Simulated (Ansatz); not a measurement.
Relaxed-ion elastic tensor of InAs (rock salt, Fm-3m) in GPa (Voigt order), LDA in the plane-wave PAW code Ansatz; density 7.18 g/cm³, 21.95 Å³ per atom.

```
 159  35.2  35.2   0.0   0.0   0.0
35.2   159  35.2   0.0   0.0   0.0
35.2  35.2   159   0.0   0.0   0.0
 0.0   0.0   0.0  20.0   0.0   0.0
 0.0   0.0   0.0   0.0  20.0   0.0
 0.0   0.0   0.0   0.0   0.0  20.0
```

**Question.** Is the crystal mechanically stable?

**Answer.** Yes: the smallest eigenvalue of C is 20.0 GPa.

**Question.** Work out the Voigt, Reuss and Hill averages.

**Answer.** K_V = 76.6, K_R = 76.6, K_H = 76.6; G_V = 36.8, G_R = 27.4, G_H = 32.1 GPa.

**Question.** Give Young's modulus, Poisson's ratio, Pugh's ratio and the universal anisotropy index.

**Answer.** E = 9KG/(3K + G) = 84.6 GPa; ν = 0.32; K/G = 2.38 (ductile by the Pugh limit of 1.75); A_U = 5G_V/G_R + K_V/K_R − 6 = 1.71.

**Question.** Estimate the sound speeds and the Debye temperature.

**Answer.** v_l = √((K + 4G/3)/ρ) = 4080 m/s, v_t = √(G/ρ) = 2120 m/s, mean 2370 m/s; Θ = (h/k)(3n/4πV)^(1/3) v_m = 252 K.

**Question.** Give the Zener ratio and Young's modulus along [100], [110] and [111].

**Answer.** A = 2C44/(C11 − C12) = 0.32; 1/E = S11 − 2(S11 − S12 − S44/2)Γ with Γ = 0, 1/4, 1/3 gives 147, 65.4, 55.2 GPa.

The first step of the workflow began from a Materials Project structure, measured or hypothetical; the Crystallography Open Database copy checked does not list it. It is not the phase usual at ambient conditions (space group No. 216). The cell was relaxed with LDA under the symmetry of its start; of distortions, only those at the zone centre were tested. As this level gives no gap, shear constants depend on the k-mesh and smearing (Fermi–Dirac, 0.1 eV here).

Potentials: the later of the program's two PAW sets.
